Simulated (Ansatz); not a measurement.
RbMgCO3F — ¹⁷O NMR of the central transition

Cell: a computed structure from the Materials Project (it need not be an observed phase).

Space group P-62m (No. 189); a = 9.1729, c = 4.0178 Å, γ = 120.00°.

```
site  Wyckoff  site symmetry       x       y       z
  Rb       3f            m2m  0.0000  0.3825  0.0000
  Mg       3g            m2m  0.0000  0.7188  0.5000
  C7       2d           -6..  0.6667  0.3333  0.5000
  C9       1b           -62m  0.0000  0.0000  0.5000
 O10       6k            m..  0.7990  0.4823  0.5000
 O16       3g            m2m  0.0000  0.1415  0.5000
   F       3f            m2m  0.7211  0.0000  0.0000
```

One atom of each set is listed.

All values are calculated (Ansatz; DFT, PBE, plane waves and PAW, scalar-relativistic, 420 eV cutoff, Γ-centred 3×3×6 k-points, Fermi–Dirac smearing 0.02 eV), not measured.

¹⁷O has I = 5/2 and Q = -25.58 mb (Pyykkö 2018); at 14.1 T its Larmor frequency is ν₀ = 81.4 MHz. Only the quadrupole interaction is simulated: positions count from each site's isotropic chemical shift, and J coupling is left out, as are shift anisotropy and dipolar coupling, which fast spinning averages.

Task: Give C_Q, η, the quadrupolar product P_Q = |C_Q|(1 + η²/3)^½, the second-order isotropic shift and the breadth of the pattern (fast magic-angle spinning) for each O site.

Result: 

```
site                                                          first shell  C_Q (MHz)     η  P_Q (MHz)  δ_QIS (ppm)  breadth (kHz)
 O10  1 C at 1.30 Å, 1 Mg at 2.03 Å, angle 178°; also 4 Rb at 3.16–3.23 Å      -8.06  0.84       8.97        -72.8           13.3
 O16                   1 C at 1.30 Å, 2 Mg at 2.23 Å; also 2 Rb at 2.99 Å      -7.08  0.47       7.34        -48.7           9.20
```

δ_QIS = −(ν_Q²/30ν₀²)[I(I+1) − 3/4](1 + η²/3) × 10⁶ ppm with ν_Q = 3|C_Q|/[2I(2I−1)]; it falls as 1/B₀² in ppm, and the breadth as 1/B₀ in kHz.

The broadest static pattern spans 44 kHz. The table holds for spinning faster than that; slower spinning leaves sidebands.

At O16 V_zz points along its shortest bond, to C (within 1°).

The largest force is 0.3 eV/Å, so the atoms aren't at the calculated equilibrium and relaxing them would move these values.

The run took 44 s of wall time (44 s of CPU time) and 0.62 GiB at its peak, on 1 thread of Arm Neoverse V2 (aarch64; 8 cores open to the job, memory cap 2.5 GiB, no GPU), a shared host with a load of 1.4 a core.
